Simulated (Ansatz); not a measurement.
Start of a relaxation of C2N:

Space group P-3m1 (No. 164). a = 2.513 Å, b = 2.513 Å, c = 17.512 Å, α = 90.00°, β = 90.00°, γ = 120.00°
```tsv
atom	site	symmetry	x	y	z
C	2d	3m.	0.3333	0.6667	0.0794
C	2d	3m.	0.6667	0.3333	0.7764
N	2d	3m.	0.3333	0.6667	0.8485
```

All numbers below come from DFT PBE, scalar-relativistic, plane waves, PAW in Ansatz 0.2.0. Cutoff 420 eV, Gaussian smearing, Γ-centred meshes. Cell and atoms relax first on a coarse mesh and then on a finer one. In between, the cell is made exact in the group found at 0.06 Å. In metals the finer mesh still leaves noise of several meV/atom or more. The steps can't lower the symmetry of their start. No spin polarisation in the relaxation; trial moments died out in a coarse test.

A guess keeps its type if space group and coordination stay and the shape of the cell changes little (axis ratios within about 15 %, angles within 6°); the volume may change.

**Question.** Does this structure survive the relaxation?

**Answer.** It doesn't keep its type. The symmetry stays P-3m1 (No. 164). The volume per atom shrinks by 15.5 %, from 16.0 to 13.5 Å³. The shortest distance goes from 1.92 Å (C–N) to 1.44 Å (C–N). The ratio c/a of the conventional cell changes by a factor of 1.06. Counting neighbours within 15 % of an atom's shortest distance, the start has C 3, N 6 and the end C 1/4, N 3. In detail, at the end C on its first site has 1 C at 1.56 Å; around C on its second site lie 3 N at 1.44 Å and 1 C at 1.56 Å; around N lie 3 C at 1.44 Å.

```
CELL_PARAMETERS angstrom
2.32988 0.00000 0.00000
-1.16494 2.01774 0.00000
0.00000 0.00000 17.21798
ATOMIC_POSITIONS crystal
C 0.33333 0.66667 0.11871
C 0.66667 0.33333 0.79056
C 0.66667 0.33333 0.88129
C 0.33333 0.66667 0.20944
N 0.33333 0.66667 0.76036
N 0.66667 0.33333 0.23964
```

Formation energies are uncorrected and refer to the elements' standard structures at the same level (N₂ as a molecule).

**Question.** At what energy does it end?

**Answer.** +1.62 eV/atom. The separate elements lie lower, so it is unstable against them.

The last run used an 18×18×4 mesh (in the run's order of axes) for its 6-atom cell and Gaussian smearing of 0.10 eV. Weakly bound directions are ill-defined at this level, which has no dispersion term. The reference form of C is held partly by dispersion forces, which this level lacks. A structure relaxed within its symmetry needn't be a true minimum. Another cell of C2N relaxed alike, in P6_3/mmc, lies 0.60 eV/atom lower, so this cell isn't the stable form at this level.

In counts of neighbours, a slash parts the counts of unlike sites.
